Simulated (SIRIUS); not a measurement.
Set-up for a self-consistent single point of SiC (P6_3mc, 4 atoms in the cell; from Materials Project mp-7140, changed as shown).

```xyz
4
Lattice="3.0939 0.0000 0.0000 -1.5469 2.6794 0.0000 0.0000 0.0000 5.0787" Properties=species:S:1:pos:R:3 pbc="T T T"
Si     0.0000     1.7862     2.5373
Si     1.5469     0.8931     5.0766
C      0.0000     1.7862     4.4459
C      1.5469     0.8931     1.9065
```

Method: PBE, PseudoDojo 0.5 standard norm-conserving PBE (tails mended) pseudopotentials (plane waves; SIRIUS).

SIRIUS settings:

```
setting                                                                                                       value
--------------------------------------  ---------------------------------------------------------------------------
parameters.ngridk                                                                                           10 10 6
parameters.xc_functionals                                                              [XC_GGA_X_PBE, XC_GGA_C_PBE]
parameters.gk_cutoff                                                                                   9.055 1/bohr
parameters.pw_cutoff                                                                                  18.111 1/bohr
parameters.smearing                                                                                        gaussian
parameters.smearing_width                                                                                 0.0001 Ha
potentials                              PseudoDojo 0.5 standard norm-conserving PBE (tails mended) pseudopotentials
parameters.electronic_structure_method                                                              pseudopotential
parameters.num_bands                                                                                             12
parameters.num_mag_dims                                                                                           0
parameters.num_dft_iter                                                                                         100
parameters.energy_tol                                                                                      1e-07 Ha
parameters.density_tol                                                                                        1e-06
mixer.type                                                                                                 anderson
mixer.beta                                                                                                      0.3
mixer.use_hartree                                                                                             false
```

Estimate, at this level of theory: gap on the k-point mesh and pressure.

The run gave:

| Quantity | Value |
|---|---|
| Gap on the k-point mesh | 2.47 eV |
| Pressure | -0.46 GPa |

Gaps are taken between levels on the mesh.

For comparison: a first run was changed to give this one (volume scaled by 1.02), and from it to this one the free energy goes down by 2.3 meV/atom, the pressure goes from 3.88 to -0.46 GPa, the largest force hardly changes (0.004 to 0.000 eV/Å) and the gap on the mesh goes from 2.434 to 2.465 eV.

The structure comes from a collection of computed structures, made at another level of theory; the collection holds predicted forms beside known ones.

Cost on one core: around 80 core-seconds (rough).

“Tails mended”: in these copies of the files the far tail of each local potential was reset to the Coulomb form.
